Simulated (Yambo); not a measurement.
Yambo run on CdClOH (space group P6_3mc, No. 186). The wavefunctions come from this Quantum ESPRESSO step (LDA, PseudoDojo standard norm-conserving files, scalar-relativistic):

```
&CONTROL
  calculation = 'nscf'
  pseudo_dir = './pseudo'
  outdir = './out'
/
&SYSTEM
  ibrav = 0
  nat = 8
  ntyp = 4
  ecutwfc = 102.0
  ecutrho = 408.0
  occupations = 'fixed'
  force_symmorphic = .true.
  nbnd = 194
/
&ELECTRONS
  conv_thr = 8e-09
  diago_full_acc = .true.
  diago_thr_init = 1e-08
/
ATOMIC_SPECIES
H 1.0080 H.upf
O 15.9990 O.upf
Cl 35.4500 Cl.upf
Cd 112.4140 Cd.upf
CELL_PARAMETERS angstrom
  3.734940034000   0.000000000000   0.000000000000
 -1.867470017000   3.234552951000   0.000000000000
  0.000000000000   0.000000000000  10.419540000000
ATOMIC_POSITIONS crystal
H   0.000000000000   0.000000000000   0.318420000000
H   0.000000000000   0.000000000000   0.818420000000
O   0.000000000000   0.000000000000   0.413240000000
O   0.000000000000   0.000000000000   0.913240000000
Cl   0.666666667000   0.333333333000   0.155740000000
Cl   0.333333333000   0.666666667000   0.655740000000
Cd   0.666666667000   0.333333333000   0.492190000000
Cd   0.333333333000   0.666666667000   0.992190000000
K_POINTS automatic
3 3 1 0 0 0
```

Yambo input:

```
rim_cut
gw0
dyson
el_el_corr
HF_and_locXC
ppa
em1d
RandQpts= 1000000
RandGvec= 1 Ry
EXXRLvcs= 102 Ry
VXCRLvcs= 408 Ry
Chimod= "HARTREE"
% BndsRnXp
 9 | 192 |
%
NGsBlkXp= 7 Ry
% LongDrXp
 1.0 | 1.0 | 1.0 |
%
PPAPntXp= 27.2114 eV
% GbndRnge
 1 | 192 |
%
GTermKind= "BG"
DysSolver= "n"
ExtendOut
% QPkrange
 1 | 1 | 34 | 35 |
 3 | 3 | 34 | 35 |
%
```

k points by index: 1 = Γ, 3 = K.

Table of the .qp output:

```
#    K-point    Band    Eo [eV]    E [eV]    E-Eo [eV]    Vxc [eV]    Vnlxc [eV]    Sc|Eo [eV]    Sc|E [eV]    dSc/dw|Eo [eV]    Re(Z)    Im(Z)
#
    1    34    0.000000    -1.151076    -1.151076    -17.59680    -22.32064    3.276289    3.572766    -7.007991    0.795202    -0.001273
    1    35    2.163566    3.182987    1.019421    -12.03723    -7.477242    -3.343314    -3.540569    -5.264851    0.837885    -0.001040
    3    34    -0.283949    -1.373863    -1.089914    -17.37729    -22.03881    3.289686    3.571604    -7.037745    0.794511    -0.001284
    3    35    5.550433    7.082820    1.532387    -15.09057    -9.638262    -3.582665    -3.919925    -5.988505    0.819621    -0.001131
```
(The two width columns are left out.) Convergence of these settings isn't established.

Spin-orbit coupling is not included.

Geometry of the Materials Project entry, not relaxed at this level.

The distance between layers or molecules is the database entry's, not relaxed here. Functionals without dispersion can leave it too large, which widens gaps and weakens the response across layers: the numbers belong to this cell.
